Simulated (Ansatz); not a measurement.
# Conduction electrons in Pb (P6_3/mmc)

```yaml
crystal:
  lattice:
    - [3.41761, 0.00000, 0.00000]
    - [-1.70880, 2.95973, 0.00000]
    - [0.00000, 0.00000, 5.70261]
  atoms:
    - { symbol: Pb, position: [0.33333, 0.66667, 0.25000] }
    - { symbol: Pb, position: [0.66667, 0.33333, 0.75000] }
```

Conventional cell: a = 3.418 Å, b = 3.418 Å, c = 5.703 Å, α = 90.00°, β = 90.00°, γ = 120.00°. Around Pb (atom 1) lie 12 Pb at 3.42 to 3.47 Å.

Level of theory, where no other is named: LDA, all-electron LAPW in Ansatz 0.2.0, scalar-relativistic. k mesh 14×14×8, fine mesh 20×20×12, Fermi-Dirac smearing of 0.050 eV, basis error target 1 meV/atom. The cell was relaxed by PAW under this functional. The structure is one entry of a database and needn't be the stable phase.

Levels and slopes are solved on a 20×20×12 mesh, and each state is taken as quadratic over its cell.

Problem. What is the density of states at the Fermi level, and which bare Sommerfeld coefficient follows?

Solution. N(E_F) = 0.535 states/eV/atom (both spins), so γ = (π²/3) k_B² N(E_F) = 1.26 mJ/(mol-atom K²) without electron-phonon or spin-fluctuation enhancement.

Problem. What Drude plasma energy and σ/τ do the band velocities give?

Solution. (ħω_p,α)² = (e²/ε₀VN_k) Σ_nkσ (∂E/∂k_α)² δ(E − E_F) gives ħω_p = (9.17, 9.17, 9.01) eV along x, y, z, and σ/τ = ε₀ω_p² = 17.2×10²⁰ Ω⁻¹m⁻¹s⁻¹ along x. Weighted by the density of states, the mean Fermi speed is 1.26×10⁶ m/s; the surface has an area of 19.1 Å⁻² for each spin direction.

Problem. Which bands cross the Fermi level, and what do they carry?

Solution. 

| band | filled part | N (states/eV/cell) | speed (10⁶ m/s) | 5th to 95th percentile | area (Å⁻²) | filling |
| --- | --- | --- | --- | --- | --- | --- |
| 1 | 0.97 | 0.0951 | 1.47 | 1.19 to 1.76 | 1.98 | nearly full |
| 2 | 0.70 | 0.248 | 1.47 | 1.01 to 1.87 | 5.15 | partly filled |
| 3 | 0.30 | 0.61 | 1.16 | 0.53 to 1.66 | 9.98 | partly filled |
| 4 | 0.03 | 0.116 | 1.22 | 0.72 to 1.59 | 2.01 | nearly empty |

Problem. Map the plane k₃ = 1/2 of the mesh: how many bands lie under the Fermi level at each point, counted from the least on the plane?

Solution. k₁ runs to the right and k₂ upwards, each from −½ to ½ with 0 in the middle (the axes needn't be at right angles):
```
22222222222222244222
22222222222222244422
22222222222222244442
22222200022222244444
22222000000222224444
22220000000002222222
22220000000000222222
22220000000000022222
22222000000000022222
22222000000000002222
22222200000000002222
22222200000000000222
22222220000000000222
22222222000000000222
24444222220000002222
24444422222200022222
22444422222222222222
22244422222222222222
22224422222222222222
22222222222222222222
```

Problem. On PAW files the program sums the optical response inside the mesh cells, interband lines and its own Drude term. Where does ε₁ rise through zero (a sharp plasmon if ε₂ is small there), and how much light is reflected?

Solution. 

- Fine mesh: 20, 20, 12
- Window top: 25 eV
- Line width: 0.2 eV
- Drude damping: 0.1 eV
- ε₁ rises through zero at x: 12.39 eV
- ε₂ there x: 0.4
- ε₁ rises through zero at z: 12.65 eV
- ε₂ there z: 0.39
- Plasma energy (x, y, z): 8.995, 8.995, 9.546 eV
- Reflectivity at 1 eV, x-polarised: 0.8941
- Reflectivity at 2 eV, x-polarised: 0.6816
- Reflectivity at 3 eV, x-polarised: 0.7965

The plasma energy here is the program's own sum at the run's smearing; it differs from the value above by up to 6 %, through mesh and smearing.

Problem. What does PAW give for the same cell?

Solution. N(E_F) = 0.535 states/eV/atom and ħω_p,x = 9.17 eV.

Caveats: no spin-orbit coupling on heavy atoms; these sums move with the mesh, by several per cent and more for small sheets; frozen-core PAW files fitted under PBE, their cores solved anew for the functional of the run.
